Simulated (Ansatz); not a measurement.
Structure relaxation, VSb

The relaxed structure here is a generated cell of VSb: the first start was made by placing the elements on the sites of a structure type, and the end was not matched to a known phase here, so it may be hypothetical.

The start is a generated cell, VSb built in the AFLOW prototype AB_hR6_160_3a_3a (as in SiC). The structure is fully relaxed (lattice and positions, P = 0) with PBE (plane waves to 420 eV, PAW, scalar-relativistic; Ansatz, a first-principles code). The first steps use a coarse 10×10×10 k-mesh.

Input geometry:
```yaml
crystal:
  lattice:
    - [1.97770, 1.14182, 9.68870]
    - [-1.97770, 1.14182, 9.68870]
    - [0.00000, -2.28365, 9.68870]
  atoms:
    - { symbol: Sb, position: [0.00000, 0.00000, 0.00000] }
    - { symbol: Sb, position: [0.22222, 0.22222, 0.22222] }
    - { symbol: Sb, position: [0.77778, 0.77778, 0.77778] }
    - { symbol: V, position: [0.08333, 0.08333, 0.08333] }
    - { symbol: V, position: [0.30556, 0.30556, 0.30556] }
    - { symbol: V, position: [0.86111, 0.86111, 0.86111] }
```
Spin-polarised start, with parallel moments on V.

Q: How large is the pressure on the unrelaxed cell, and of which sign?

A: +29.2 GPa (positive: the cell is compressed).

Q: What is the largest force in the starting geometry, and on which atom (counted from 1)?

A: 0.12 eV/Å, on Sb2 (atoms numbered as listed).

Q: How does the volume per atom move from start to end?

A: +7.9 %, from 21.88 to 23.60 Å³/atom.

Q: How do the shortest distances between atoms change?

A: The closest pairs of elements (up to four, under 3.6 Å), start → end: Sb–V 2.42 → 2.67 Å; V–V 3.96 → 3.23 Å; Sb–Sb 3.96 → 3.51 Å.

Q: What band gap does the relaxed structure have at this level?

A: No gap (metallic).

Q: What magnetic moments remain?

A: Net 1.05 μB/atom, ferromagnetic.

Q: Give the final cell and atomic positions.

A: 
Space group R3m, hexagonal axes (No. 160); a = b = 4.565 Å, c = 23.533 Å, α = β = 90.00°, γ = 120.00°

```tsv
atom	site	symmetry	x	y	z
Sb	3a	3m	0.0000	0.0000	0.0213
Sb	3a	3m	0.0000	0.0000	0.7861
Sb	3a	3m	0.0000	0.0000	0.2529
V	3a	3m	0.0000	0.0000	0.9022
V	3a	3m	0.0000	0.0000	0.6483
V	3a	3m	0.0000	0.0000	0.1392
```
(The calculation used a cell of 6 atoms; values per cell refer to that cell.)

The space group stays R3m (No. 160) (the run could not lower it), with 6 atoms in the primitive magnetic cell. Final values are on a 12×12×12 k-mesh of the relaxed cell. Spin state reached: ferromagnetic (net 1.05 μB/atom), from parallel starting moments; other spin orders were not run from this start.

The run could not lose the symmetry of its start: the end is stationary, and may be a saddle point rather than a minimum.
